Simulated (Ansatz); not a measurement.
Na (bcc, W type)

```
Na
1.0
   -2.09826     2.09826     2.09826
    2.09826    -2.09826     2.09826
    2.09826     2.09826    -2.09826
Na
1
Direct
  0.00000   0.00000   0.00000
```

This relaxed cell (volume V₀) is scaled evenly in all directions, its shape held. Symmetry pins the atoms to their sites.

Computed with PBE (plane waves to 420 eV, PAW, scalar-relativistic; Ansatz, an electronic-structure program). k mesh 16×16×16 (Γ-centred), Fermi-Dirac smearing 0.05 eV. The energy includes the smearing's −TS. Stress and pressure are positive under compression. Na was relaxed with its symmetry unable to fall. ΔE is measured from the relaxed starting cell. The last digit holds for this mesh only.

```
V (Å³/atom)  ΔE (meV/atom)
-----------  -------------
33.257            withheld
34.180                 5.7
35.104                 2.4
36.028                 0.6
36.952                 0.0
37.876                 0.5
38.799                 2.1
39.723                 4.5
40.647                 7.7
```

Problem. Fit a third-order Birch-Murnaghan form (E₀, V₀, B₀, B₀′ free) to the given rows and predict ΔE at V = 33.257.

Solution. Least squares on the 8 given rows: ΔE = E₀ + (9V₀B₀/16)·y²·[2 + (B₀′ − 4)y], y = (V₀/V)^(2/3) − 1, with V₀ = 36.948 Å³/atom, B₀ = 7.779 GPa (160.2 GPa = 1 eV/Å³; the term in eV is multiplied by 1000), B₀′ = 3.82, E₀ = -0.01 meV/atom; root-mean-square residual 0.02 meV/atom. At 33.257 the fit gives 10.6 meV/atom; the calculation gives 10.6 meV/atom, the same to the digits shown. For the pressure the fit gives 1.0 GPa against the computed 1.0 GPa.

(A scan under strain: stresses follow from slopes of the energy per volume, elastic moduli from its curvatures.)
